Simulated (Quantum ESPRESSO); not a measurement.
Al4RhMoTa2, input and log of a self-consistent run

Computed values, not a measurement. The program is pw.x of Quantum ESPRESSO 7.5 (plane-wave density functional theory). The cell is made up: eight metal atoms on a face-centred cubic lattice, with elements, volume, strain and displacements drawn at random and not relaxed, so it may be unstable or far from any real phase. PseudoDojo standard norm-conserving files set the functional (PBE unless stated); there is no spin polarisation or spin-orbit coupling, the Fermi-Dirac width of 0.25 eV means electrons at about 2900 K, and the masses in the input are unused placeholders. Heavy elements are run without spin-orbit coupling, which real alloys of them have. A spin test at this wide smearing found no moment, but such smearing suppresses magnetism that the real alloy may have.

Input:

```
&control calculation='scf', pseudo_dir='./dojo.nc.sr.pbe.v0_5.standard.upf', outdir='./o', disk_io='minimal', tprnfor=.true., tstress=.true. /
&system ibrav=0, nat=8, ntyp=4, nbnd=48, ecutwfc=87.97787729, nosym=.true., tot_charge=0,
 occupations='smearing', smearing='fd', degauss=0.0183746611
/
&electrons conv_thr=1.470e-08, electron_maxstep=70, mixing_beta=0.5 /
ATOMIC_SPECIES
Al 1.0 Al.upf
Mo 1.0 Mo.upf
Rh 1.0 Rh.upf
Ta 1.0 Ta.upf
CELL_PARAMETERS angstrom
1.9965 4.0946 2.1012
2.0959 -4.109 2.0307
4.1991 -0.0849 -4.2386
ATOMIC_POSITIONS angstrom
Al -0.0108 -0.0916 -0.1212
Rh 2.0922 0.0181 -2.0218
Mo 1.9853 -2.0482 -0.1105
Ta 4.2126 -2.1776 -2.0851
Al 1.99 1.993 -0.0949
Al 4.3004 2.0545 -2.0319
Al 1.9968 0.0816 1.9706
Ta 4.129 -0.0651 -0.1607
K_POINTS automatic
5 5 4 1 1 1
```

The log is shortened where brackets say so; the opening notice, blank lines, dates and the lines on written files are dropped, and the path of the files is cut. It prints rydbergs, bohrs and kilobars, and counts compression as positive stress. Its total energy is the free energy E - TS of the whole cell.

```
     Program PWSCF v.7.5
     Parallel version (MPI & OpenMP), running on       4 processor cores
     Number of MPI processes:                 4
     Threads/MPI process:                     1
     [start-up lines left out]
     bravais-lattice index     =            0
     lattice parameter (alat)  =       9.4801  a.u.
     unit-cell volume          =     960.1985 (a.u.)^3
     number of atoms/cell      =            8
     number of atomic types    =            4
     number of electrons       =        69.00
     number of Kohn-Sham states=           48
     kinetic-energy cutoff     =      87.9779  Ry
     charge density cutoff     =     351.9115  Ry
     scf convergence threshold =      1.5E-08
     mixing beta               =       0.5000
     number of iterations used =            8  plain     mixing
     Exchange-correlation= PBE
                           (   1   4   3   4   0   0   0)
     [axes and pseudopotential details left out]
   Cartesian axes
     site n.     atom                  positions (alat units)
         1        Al     tau(   1) = (  -0.0021528  -0.0182592  -0.0241595  )
         2        Rh     tau(   2) = (   0.4170510   0.0036080  -0.4030177  )
         3        Mo     tau(   3) = (   0.3957420  -0.4082802  -0.0220266  )
         4        Ta     tau(   4) = (   0.8397233  -0.4340743  -0.4156357  )
         5        Al     tau(   5) = (   0.3966789   0.3972769  -0.0189170  )
         6        Al     tau(   6) = (   0.8572250   0.4095360  -0.4050310  )
         7        Al     tau(   7) = (   0.3980343   0.0162658   0.3928117  )
         8        Ta     tau(   8) = (   0.8230588  -0.0129768  -0.0320333  )
     number of k points=    50  Fermi-Dirac smearing, width (Ry)=  0.0184
                       cart. coord. in units 2pi/alat
        k(    1) = (   0.1972709   0.0019825   0.0474473), wk =   0.0400000
        k(    2) = (   0.3466627   0.0050641  -0.1005056), wk =   0.0400000
     [further k points left out]
     Dense  grid:   107103 G-vectors     FFT dimensions: (  60,  60,  72)
     Estimated max dynamical RAM per process >     298.65 MB
     Estimated total dynamical RAM >       1.09 GB
     Initial potential from superposition of free atoms
     starting charge      68.9863, renormalised to      69.0000
     Starting wfcs are   56 randomized atomic wfcs
     total cpu time spent up to now is        4.5 secs
     per-process dynamical memory:   225.6 Mb
     Self-consistent Calculation
     iteration #  1     ecut=    87.98 Ry     beta= 0.50
     Davidson diagonalization with overlap
     ethr =  1.00E-02,  avg # of iterations =  3.5
     total cpu time spent up to now is       13.5 secs
     total energy              =    -653.69267652 Ry
     estimated scf accuracy    <       0.99129974 Ry
     iteration #  2     ecut=    87.98 Ry     beta= 0.50
     Davidson diagonalization with overlap
     ethr =  1.44E-03,  avg # of iterations =  3.1
     total cpu time spent up to now is       22.8 secs
     total energy              =    -653.32061884 Ry
     estimated scf accuracy    <       9.81200950 Ry
     iteration #  3     ecut=    87.98 Ry     beta= 0.50
     Davidson diagonalization with overlap
     ethr =  1.44E-03,  avg # of iterations =  2.0
     total cpu time spent up to now is       31.0 secs
     total energy              =    -654.11762640 Ry
     estimated scf accuracy    <       0.53854753 Ry
     iteration #  4     ecut=    87.98 Ry     beta= 0.50
     Davidson diagonalization with overlap
     ethr =  7.81E-04,  avg # of iterations =  1.6
     total cpu time spent up to now is       38.1 secs
     total energy              =    -654.16788194 Ry
     estimated scf accuracy    <       0.13550227 Ry
     iteration #  5     ecut=    87.98 Ry     beta= 0.50
     Davidson diagonalization with overlap
     ethr =  1.96E-04,  avg # of iterations =  2.5
     total cpu time spent up to now is       45.5 secs
     total energy              =    -654.17664299 Ry
     estimated scf accuracy    <       0.04321333 Ry
     [iterations 6 to 7 left out]
     iteration #  8     ecut=    87.98 Ry     beta= 0.50
     Davidson diagonalization with overlap
     ethr =  1.07E-06,  avg # of iterations =  5.9
     total cpu time spent up to now is       71.7 secs
     total energy              =    -654.18434894 Ry
     estimated scf accuracy    <       0.00036260 Ry
     iteration #  9     ecut=    87.98 Ry     beta= 0.50
     Davidson diagonalization with overlap
     ethr =  5.26E-07,  avg # of iterations =  1.5
     total cpu time spent up to now is       78.7 secs
     total energy              =    -654.18438733 Ry
     estimated scf accuracy    <       0.00002040 Ry
     iteration # 10     ecut=    87.98 Ry     beta= 0.50
     Davidson diagonalization with overlap
     ethr =  2.96E-08,  avg # of iterations =  3.7
     total cpu time spent up to now is       87.3 secs
     total energy              =    -654.18439121 Ry
     estimated scf accuracy    <       0.00000404 Ry
     iteration # 11     ecut=    87.98 Ry     beta= 0.50
     Davidson diagonalization with overlap
     ethr =  5.85E-09,  avg # of iterations =  2.0
     total cpu time spent up to now is       94.6 secs
     total energy              =    -654.18439177 Ry
     estimated scf accuracy    <       0.00000026 Ry
     iteration # 12     ecut=    87.98 Ry     beta= 0.50
     Davidson diagonalization with overlap
     ethr =  3.76E-10,  avg # of iterations =  3.3
     total cpu time spent up to now is      102.8 secs
     End of self-consistent calculation
     [lines on levels left out]
!    total energy              =    -654.18439181 Ry
     estimated scf accuracy    <       0.00000001 Ry
     smearing contrib. (-TS)   =      -0.08728432 Ry
     internal energy E=F+TS    =    -654.09710749 Ry
     The total energy is F=E-TS. E is the sum of the following terms:
     one-electron contribution =    -304.82716558 Ry
     hartree contribution      =     177.88722456 Ry
     xc contribution           =    -125.88493493 Ry
     ewald contribution        =    -401.27223154 Ry
     convergence has been achieved in  12 iterations
     Forces acting on atoms (cartesian axes, Ry/au):
     atom    1 type  1   force =     0.01578555    0.02509355   -0.00178940
     atom    2 type  3   force =    -0.00015759    0.00508454   -0.01874608
     atom    3 type  2   force =     0.00975376   -0.01628713    0.02242037
     atom    4 type  4   force =     0.01503015    0.00744019   -0.01582675
     atom    5 type  1   force =     0.01506995    0.00855877   -0.02661114
     atom    6 type  1   force =    -0.05311191    0.00047178    0.00105106
     atom    7 type  1   force =     0.01017945   -0.02337487    0.00682994
     atom    8 type  4   force =    -0.01254937   -0.00698682    0.03267201
     Total force =     0.091953     Total SCF correction =     0.000283
     Computing stress (Cartesian axis) and pressure
          total   stress  (Ry/bohr**3)                   (kbar)     P=     -114.93
  -0.00086493  -0.00005177   0.00010138         -127.24       -7.62       14.91
  -0.00005177  -0.00057826  -0.00020395           -7.62      -85.06      -30.00
   0.00010138  -0.00020395  -0.00090055           14.91      -30.00     -132.48
     init_run     :      4.20s CPU      4.37s WALL (       1 calls)
     electrons    :     97.67s CPU     98.28s WALL (       1 calls)
     forces       :      1.56s CPU      1.59s WALL (       1 calls)
     stress       :      5.40s CPU      5.57s WALL (       1 calls)
     [timing details left out]
     PWSCF        :   1m48.97s CPU   1m50.00s WALL
     JOB DONE.
```

In other units: free energy -8900.632 eV for the cell, pressure -11.49 GPa, largest force component 1.366 eV/Å in size. The run took 112 s of wall time with four MPI processes on a shared machine (Intel Xeon, 2023 or later, virtual cores), so the time is rough. A rerun of this cell at a higher cutoff and on a denser mesh moved values by no more than 0.004 eV in energy, 0.04 GPa in stress and 0.007 eV/Å in force, and a second program with other atomic files agreed on that cell to 2 % rms in force and 0.5 GPa in pressure.